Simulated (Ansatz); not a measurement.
Data:

In$_{2}$SeS:
Space group P3m1 (No. 156); a = 4.009 Å, b = 4.009 Å, c = 9.217 Å, α = 90.00°, β = 90.00°, γ = 120.00°

```
atom  site  symmetry       x       y       z
----  ----  --------  ------  ------  ------
In      1a       3m.  0.0000  0.0000  0.4494
In      1b       3m.  0.3333  0.6667  0.0246
Se      1b       3m.  0.3333  0.6667  0.5855
S       1a       3m.  0.0000  0.0000  0.1885
```

This is the PBEsol-relaxed structure.

### Question
All from PBEsol (plane waves, PAW; program Ansatz), unless another level is named. Estimate the electronic dielectric constant ε∞ (DFPT).

### Answer
7.73 (xx = yy), 6.40 (zz).

### Question
Give the Born charges (a third of the trace).

### Answer
In +1.29 to +2.23, Se -1.83, S -1.69 e.

The start of the workflow was typed in or built on a structure type; neither database checked (COD, Materials Project) lists it. Whether it is the stable phase at ambient conditions was not checked. Symmetry was held in the PBEsol relaxation. At this level the phase is mechanically unstable. Spin–orbit coupling is left out wherever it is not named.

Potentials: the earlier of the program's two PAW sets. The files were generated under PBE; for other functionals the program regenerates the frozen cores, and for LDA and PBEsol the local potential too.
